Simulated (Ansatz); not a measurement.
## Vibrations of Nb (Im-3m) by finite displacements

```yaml
crystal:
  lattice:
    - [-1.63631, 1.63631, 1.63631]
    - [1.63631, -1.63631, 1.63631]
    - [1.63631, 1.63631, -1.63631]
  atoms:
    - { symbol: Nb, position: [0.00000, 0.00000, 0.00000] }
```

Level of theory, where no other is named: PBEsol, all-electron LAPW in Ansatz 0.2.0, scalar-relativistic. k mesh 20×20×20, Fermi-Dirac smearing of 0.100 eV, basis error target 1 meV/atom. The cell was relaxed by PAW under this functional, which moved its volume by -5 % from the database entry's.

Atoms are displaced by 0.01 Å in the smallest supercells that hold the wave vectors of a 4×4×4 mesh. Negative values stand for unstable modes.

What are the phonon energies at the solved wave vectors, in THz?

| q | point | modes (THz) |
| --- | --- | --- |
| 0.250 0.000 0.000 | – | 2.22, 2.99, 4.32 |
| 0.500 0.000 0.000 | N | 4.24, 5.10, 5.68 |
| 0.250 0.250 0.000 | – | 3.89, 3.97, 6.16 |
| 0.250 0.250 0.250 | P | 5.18 (×3) |
| -0.250 0.250 0.250 | – | 3.29 (×2), 6.08 |
| 0.500 0.500 0.250 | – | 4.14, 5.78, 6.06 |
| 0.500 0.500 0.500 | H | 6.65 (×3) |

Is the structure dynamically stable at these wave vectors?

Yes, no mode is unstable there; wave vectors off this mesh aren't tested.

How well do frozen-core PAW files reproduce these all-electron values?

With a cutoff of 420 eV and displacements of 0.0025 Å, the r.m.s. difference over the modes is 0.1 cm⁻¹; the largest difference is 143.7 (PAW) against 143.9 cm⁻¹ (LAPW).

Caveats: responses of metals move with mesh and smearing; the frozen-core PAW files of the compared runs were fitted under PBE, their cores solved anew for this functional.
